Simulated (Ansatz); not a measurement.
MgScAlO$_{4}$:
```xyz
7
Lattice="1.6198 0.9352 8.2748 -1.6198 0.9352 8.2748 0.0000 -1.8704 8.2748" Properties=species:S:1:pos:R:3 pbc="T T T"
Mg     0.0000     0.0000     5.3963
Sc     0.0000     0.0000     0.1157
Al     0.0000     0.0000    19.5274
O      0.0000     0.0000     2.9935
O      0.0000     0.0000    21.3961
O      0.0000     0.0000     7.3763
O      0.0000     0.0000    17.6749
```

This is the PBEsol-relaxed structure. Cartesian axes are those of the cell as given.

Question: All from PBEsol in the plane-wave PAW code Ansatz, unless another level is named. Give the Hill bulk and shear moduli.

Answer: 173 and 74.2 GPa.

Question: Give the piezoelectric stress constants (proper, relaxed ions, C/m²).

Answer: e15 = e24 = -0.32, e16 = e21 = 0.37, e22 = -0.37, e31 = e32 = -0.25, e33 = 0.76.

Question: Predict the elastic constants (relaxed ions, GPa).

Answer: C11 = 277, C12 = 132, C13 = 117, C14 = -8.0, C33 = 270, C44 = 74.1.

Space group R3m. The first step of the workflow began from a Materials Project structure, measured or hypothetical; the Crystallography Open Database copy checked does not list it. Whether it is the stable phase at ambient conditions was not checked. The cell was relaxed with PBEsol under the symmetry of its start; whether a distortion lowers the energy is not shown. No spin polarisation was allowed. Signs of piezoelectric constants follow the polarity of the cell as given.

Potentials: the later of the program's two PAW sets.
